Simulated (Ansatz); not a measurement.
AlPd in space group Cmcm (No. 63; Al on 4c, Pd on 4c) at seven volumes, plane-wave PAW PBEsol (Ansatz code), shape and atoms relaxed at each. One row is withheld.

```
V (Å³/atom)  P (GPa)
-----------  -------
13.332         18.19
13.772             ?
14.211          5.03
14.651          0.00
15.090         -4.22
15.530         -7.74
15.969        -10.64
```

Problem. Fit the shown pressures and predict the withheld one.

Solution. Third-order Birch–Murnaghan: P = (3/2)B₀(x^(7/2) − x^(5/2))[1 + (3/4)(B′ − 4)(x − 1)] with x = (V₀/V)^(2/3). Least squares on the six rows gives V₀ = 14.650 Å³/atom, B₀ = 152.9 GPa, B′ = 4.93. At V = 13.772, x = 1.0421 and P = 11.01 GPa. The run itself gave 11.03 GPa.

The start of the workflow was typed in or built on a structure type; neither database checked (COD, Materials Project) lists it. Its standing as an ambient phase is unchecked. Symmetry was held in the PBEsol relaxation; whether a distortion lowers the energy is not shown. The run is not spin-polarised.

Potentials: the later of the program's two PAW sets.
